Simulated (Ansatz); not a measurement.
YNiGe:
```
YNiGe
1.0
    6.93233     0.00000     0.00000
    0.00000     4.20801     0.00000
    0.00000     0.00000     7.25299
Y Ni Ge
4 4 4
Direct
  0.50767   0.25000   0.20751
  0.49233   0.75000   0.79249
  0.99233   0.75000   0.70751
  0.00767   0.25000   0.29249
  0.30877   0.25000   0.58100
  0.69123   0.75000   0.41900
  0.19123   0.75000   0.08100
  0.80877   0.25000   0.91900
  0.69786   0.25000   0.58875
  0.30214   0.75000   0.41125
  0.80214   0.75000   0.08875
  0.19786   0.25000   0.91125
```

Relaxed with r²SCAN. Special points in fractions of this cell's reciprocal vectors: Γ (0.000, 0.000, 0.000); X (0.500, 0.000, 0.000); S (0.500, 0.500, 0.000); Y (0.000, 0.500, 0.000); Z (0.000, 0.000, 0.500); U (0.500, 0.000, 0.500); R (0.500, 0.500, 0.500); T (0.000, 0.500, 0.500).

Question: List the band energies nearest the Fermi level at these points for DFT-r²SCAN in the program Ansatz with PAW potentials.

Answer: In eV from the Fermi level; about four levels below and three above (degenerate sets whole), none deeper than 8.9 eV; points with the same levels are listed once.

```json
[
 {"k": "Γ", "below": "-0.73 -0.69 -0.50 0.00", "above": "0.79 0.98 1.77"},
 {"k": "X", "below": "-1.23 -1.23 -0.88 -0.88", "above": "0.41 0.41 0.66 0.66"},
 {"k": "S", "below": "-0.09 -0.09 -0.09 -0.09", "above": "1.10 1.10 1.10 1.10"},
 {"k": "Y", "below": "-0.58 -0.58 -0.37 -0.37", "above": "1.72 1.72 1.77 1.77"},
 {"k": "Z", "below": "-0.42 -0.42 -0.03 -0.03", "above": "0.35 0.35 0.94 0.94"},
 {"k": "U", "below": "-0.92 -0.92 -0.61 -0.61", "above": "0.20 0.20 0.73 0.73"},
 {"k": "R", "below": "-0.06 -0.06 -0.06 -0.06", "above": "1.18 1.18 1.18 1.18"},
 {"k": "T", "below": "-0.61 -0.61 -0.49 -0.49", "above": "0.82 0.82 2.01 2.01"}
]
```

Space group Pnma. The first step of the workflow began from a Materials Project structure, measured or hypothetical; the Crystallography Open Database copy checked does not list it. With Ni and Ge taken as one species the cell has the higher symmetry Imma, so it may be an ordered model of a mixed-site phase. Its standing as an ambient phase is unchecked. The cell was relaxed with r²SCAN under the symmetry of its start; its stability against distortions is not shown here. No spin polarisation was allowed. Scalar-relativistic: spin–orbit coupling is off unless named, which matters more the heavier the elements.

Potentials: the earlier of the program's two PAW sets.
